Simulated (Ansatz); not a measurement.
TePb₂S:
Space group P4/mmm (No. 123); a = 4.3897 Å, b = 4.3897 Å, c = 6.2104 Å, α = 90.00°, β = 90.00°, γ = 90.00°

```csv
atom,site,symmetry,x,y,z
Te,1c,4/mmm,0.5000,0.5000,0.0000
Pb,1a,4/mmm,0.0000,0.0000,0.0000
Pb,1d,4/mmm,0.5000,0.5000,0.5000
S,1b,4/mmm,0.0000,0.0000,0.5000
```

This is the PBEsol-relaxed structure.

Q: All from plane-wave PAW PBEsol (Ansatz code), unless another level is named. Estimate the highest zone-centre frequency.

A: 97 cm⁻¹.

Q: What about the bulk modulus (Birch–Murnaghan fit)?

A: 498 kbar.

The workflow started from a Materials Project entry (that database holds measured and hypothetical structures alike); the Crystallography Open Database copy checked does not list it. With Te and S taken as one species the cell has the higher symmetry Fm-3m, so it may be an ordered model of a mixed-site phase. Whether it is the stable phase at ambient conditions was not checked. Symmetry was held in the PBEsol relaxation. At this level the phase is dynamically unstable (imaginary phonons). As this level gives no gap, phonon frequencies hold no LO–TO term and depend on the k-mesh and smearing (Fermi–Dirac, 0.1 eV here). Spin–orbit coupling is left out wherever it is not named.

Potentials: the later of the program's two PAW sets.
